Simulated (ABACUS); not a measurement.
Consider a self-consistent single point of BN (P2_1/m, 4 atoms in the cell; from Materials Project mp-7991, changed as shown).

```xyz
4
Lattice="2.5016 0.0000 0.0000 -1.2758 2.2098 0.0000 0.0000 0.0000 7.3693" Properties=species:S:1:pos:R:3 pbc="T T T"
B      1.2425     0.7366     5.5270
B     -0.0167     1.4732     1.8423
N      0.0000     0.0000     5.5270
N      0.0000     0.0000     1.8423
```

Method: PBE, PseudoDojo 0.5 standard norm-conserving PBE (tails mended) pseudopotentials (plane waves; ABACUS).

ABACUS settings:

* **KPT**: Gamma 12 12 4 0 0 0
* **basis_type**: pw
* **dft_functional**: PBE
* **ecutwfc**: 84 Ry
* **smearing_method**: fixed
* **potentials**: PseudoDojo 0.5 standard norm-conserving PBE (tails mended)
* **symmetry**: 1
* **symmetry_prec**: 1e-05
* **ks_solver**: dav_subspace
* **scf_nmax**: 100
* **scf_thr**: 1.0e-09 Ry
* **mixing_type**: broyden

Results:

```
Item                                                    Result
------------------------------------------------  ------------
Number of valence electrons                                 16
Number of bands                                             18
Number of k-points after the program's reduction           222
Number of plane waves (most at a k-point)                 3600
Number of SCF iterations                                     8
FFT grid                                          27 × 30 × 81
Free energy E − TS                                -729.6644 eV
Top of the valence band (on the code's own zero)       3.84 eV
Gap on the k-point mesh                                3.75 eV
Pressure                                             -3.35 GPa
Largest force (vector length)                       0.241 eV/Å
```

Forces (eV/Å):
```csv
atom,Fx,Fy,Fz
B1,0.132,0.202,0.000
B2,-0.132,-0.202,0.000
N3,-0.131,-0.202,0.000
N4,0.131,0.202,0.000
```

Stress (GPa, positive for compression):
```
  0.56    3.75    0.00
  3.75  -12.25    0.00
  0.00    0.00    1.64
```

The gap is read on the k-point mesh of the run and can differ from the gap over the whole zone at this level.

For comparison: a first run was changed to give this one (lattice vector b scaled by 1.02), and from it to this one the free energy rises by 7.1 meV/atom, the pressure goes from 2.82 to -3.35 GPa, the largest force goes from 0.000 to 0.241 eV/Å and the gap on the mesh goes from 3.868 to 3.752 eV.

The structure comes from a collection of computed structures, made at another level of theory; the collection holds predicted forms beside known ones.

Cost on one core: about 5 core-minutes (a rough figure).

“Tails mended”: in these copies of the files the far tail of each local potential was reset to the Coulomb form.
